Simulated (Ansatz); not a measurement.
TlHg (CsCl type)

```xyz
2
Lattice="3.7489 0.0000 0.0000 0.0000 3.7489 0.0000 0.0000 0.0000 3.7489" Properties=species:S:1:pos:R:3 pbc="T T T"
Tl     1.8744     1.8744     1.8744
Hg     0.0000     0.0000     0.0000
```

The slice is a {100} plane (indices of the conventional cell) through the point (0.500, 0.500, 0.500) (fractional), spanned by u = [100] and v = [010] in vectors of this cell: u (3.75 Å) and v (3.75 Å, at 90° to u). It covers one period; positions are fractions (u, v).

The numbers are results of PBEsol (plane waves to 420 eV, PAW, scalar-relativistic; Ansatz, a quantum-chemistry and plane-wave program), not measurements. k mesh 12×12×12. Near the nuclei the fields are pseudised (PAW); where an atom keeps semicore shells as valence, they peak there. Spin-orbit coupling is left out, though Hg and Tl are heavy. TlHg was relaxed with its symmetry unable to fall.

Predict the map of the electron localisation function (ELF) on the slice.


```
|xxxxxx--@@@@##**--      --**##@@@@--xxxx|
|xxxx..**@@@@##++::      ::++##@@@@**..xx|
|::--**@@@@%%**==::      ::==**%%@@@@**--|
|%%@@@@@@%%**++--..      ..--++**%%@@@@@@|
|@@@@@@%%**++==::          ::==++**%%@@@@|
|%%####**++==::..          ..::==++**####|
|****++==--::..              ..::--==++**|
|----::::..                      ..::::--|
|                                        |
|                                        |
|                                        |
|----::::..                      ..::::--|
|****++==--::..              ..::--==++**|
|%%####**++==::..          ..::==++**####|
|@@@@@@%%**++==::          ::==++**%%@@@@|
|%%@@@@@@%%**++--..      ..--++**%%@@@@@@|
|::--**@@@@%%**==::      ::==**%%@@@@**--|
|xxxx..**@@@@##++::      ::++##@@@@**..xx|
|xxxxxx--@@@@##**--      --**##@@@@--xxxx|
|xxxxxx::%%@@%%**--      --**%%@@%%::xxxx|
```
Scale: ten equal steps from 0.10 (start of ' ') to 0.41 (end of '@'), in the order ' .:-=+*#%@'. Values: electron localisation function (ELF). The map has 20 points along u (two characters each, u = 0 at the left) and 20 along v (v = 0 in the bottom row). Points within 0.5 Å of a nucleus are blanked (x), as the pseudised field means little there.
